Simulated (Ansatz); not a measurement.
Property card for AlGaN₂

AlGaN2:
```yaml
crystal:
  lattice:
    - [3.13853, 0.00000, 0.00000]
    - [0.00000, 3.13853, 0.00000]
    - [0.00000, 0.00000, 4.42236]
  atoms:
    - { symbol: Al, position: [0.50000, 0.50000, 0.50000] }
    - { symbol: Ga, position: [0.00000, 0.00000, 0.00000] }
    - { symbol: N, position: [0.50000, 0.00000, 0.73908] }
    - { symbol: N, position: [0.00000, 0.50000, 0.26092] }
```

Space group P-4m2 (No. 115); conventional cell a = 3.1385 Å, b = 3.1385 Å, c = 4.4224 Å, α = 90.00°, β = 90.00°, γ = 90.00°.

Method: plane-wave PAW r²SCAN (Ansatz code). Structure relaxed to zero pressure with the same functional. Other levels are named where they apply.

Cell and energy:

```json
{
  "volume_per_atom": "10.89 Å³",
  "density": "4.75 g/cm³",
  "Formation energy from the elements (no fitted shifts)": "-1.12 eV/atom"
}
```

Electronic structure:

```json
{
 "band_gap": "3.37 eV (direct)",
 "valence_band_maximum": "at Γ",
 "conduction_band_minimum": "at Γ",
 "electron_effective_mass": "0.24, 0.24, 0.31 mₑ (principal values)",
 "Electron effective mass with spin–orbit coupling": "0.24, 0.24, 0.31 mₑ (principal values)",
 "Hole effective mass, band 1 of 2 at the edge": "9.0 along x, 1.1 along z (mₑ)",
 "Hole effective mass, band 2 of 2 at the edge": "0.21 along x, 1.1 along z (mₑ)",
 "Hole effective mass with spin–orbit coupling": "0.45, 0.55, 1.1 mₑ (principal values)",
 "HSE06 gap on the r²SCAN cell": "4.16 eV",
 "Gap with spin–orbit coupling": "3.36 eV"
}
```

Mechanics:

```json
{
 "Bulk modulus (Birch–Murnaghan fit)": "203 GPa",
 "Pressure derivative B′": "4.1",
 "Elastic constants (relaxed ions, GPa)": "C11 = 406, C12 = 49.8, C13 = 157, C33 = 292, C44 = 175, C66 = 70.5",
 "mechanical_stability": "stable (all eigenvalues of C positive)",
 "hill_bulk_and_shear_moduli": "204 and 121 GPa",
 "Young's modulus": "304 GPa",
 "Poisson's ratio": "0.25",
 "debye_temperature_from_the_elastic_constants": "753 K",
 "Piezoelectric stress constants (proper, relaxed ions, C/m²)": "e15 = -0.41, e24 = 0.41, e31 = -0.45, e32 = 0.45"
}
```

Dielectric response:

```json
{
  "Electronic dielectric constant ε∞ (DFPT)": "4.81 (xx = yy), 4.79 (zz)",
  "Static dielectric constant ε0 (ions relaxed, cell fixed)": "8.85 (xx = yy), 8.89 (zz)",
  "Born charges (a third of the trace)": "Al +2.58, Ga +2.60, N -2.59 e",
  "Largest static χ(2) component": "4.4 pm/V"
}
```

Phonons:

```json
{
  "Highest zone-centre frequency (without LO–TO term)": "708 cm⁻¹",
  "zone_centre_stability": "no imaginary mode at Γ"
}
```

Charges:

```json
{
  "bader_charges": "Al +2.48, Ga +1.63, N -2.05 e"
}
```

The first step of the workflow began from a Materials Project structure, measured or hypothetical; the Crystallography Open Database copy checked does not list it. With Al and Ga taken as one species the cell has the higher symmetry F-43m, so it may be an ordered model of a mixed-site phase. Whether it is the stable phase at ambient conditions was not checked. Symmetry was held in the r²SCAN relaxation. Signs of piezoelectric constants follow the polarity of the cell as given. The references are the lowest solids computed at this level, not always the standard phases (solids in place of the gases). Spin–orbit coupling is left out wherever it is not named.

Potentials: the later of the program's two PAW sets.
